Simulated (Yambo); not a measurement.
**NaMgF3: lowest vertical excitons**

```
CELL_PARAMETERS angstrom
      3.95084     0.00000     0.00000
      0.00000     3.95084     0.00000
      0.00000     0.00000     3.95084
ATOMIC_POSITIONS crystal
  F  0.50000 0.50000 0.00000
  F  0.00000 0.50000 0.50000
  F  0.50000 0.00000 0.50000
  Na 0.00000 0.00000 0.00000
  Mg 0.50000 0.50000 0.50000
```

The geometry is that of Materials Project entry mp-560399, symmetrised and not relaxed again.

BSE in Yambo on LDA (pw.x of Quantum ESPRESSO, ONCV potentials, no spin-orbit coupling) bands: 8×8×8 mesh, 9 valence and 2 conduction bands, static screening with 42 bands and a 3 Ry block, scissor 4.66 eV, Tamm-Dancoff; field along x.

| state | energy (eV) | states within 2 meV | relative strength | class | main transitions |
|---|---|---|---|---|---|
| 1 | 9.25 | 3 | 1.00 | strong | several band pairs |
| 2 | 9.27 | 3 | < 0.01 | weak | several band pairs |
| 3 | 10.23 | 3 | 0.09 | strong | several band pairs |
| 4 | 10.24 | 3 | < 0.01 | dark | several band pairs |
| 5 | 10.30 | 3 | < 0.01 | dark | several band pairs |
| 6 | 10.31 | 1 | < 0.01 | dark | several band pairs |

These are vertical excitations (zero momentum); the indirect quasiparticle gap, about 10.30 eV, is smaller than the direct one (10.77 eV on the GW mesh). The direct quasiparticle gap on this mesh is 10.77 eV; counted from there, state 1 is bound by 1.52 eV. On a 4×4×4 mesh the same difference is 1.64 eV.

Spin singlets only. Strengths are relative to the strongest of the lowest states of this run; strong means a line over 3 % of the spectrum's maximum, dark under 0.03 %. Absolute energies carry the error of the G0W0 scissor, whose convergence isn't established.

The cell is held in this high symmetry; tilts and polar distortions were not searched.

The structure is a Materials Project entry; no match was found in the copy of COD used, and its stability was not checked.
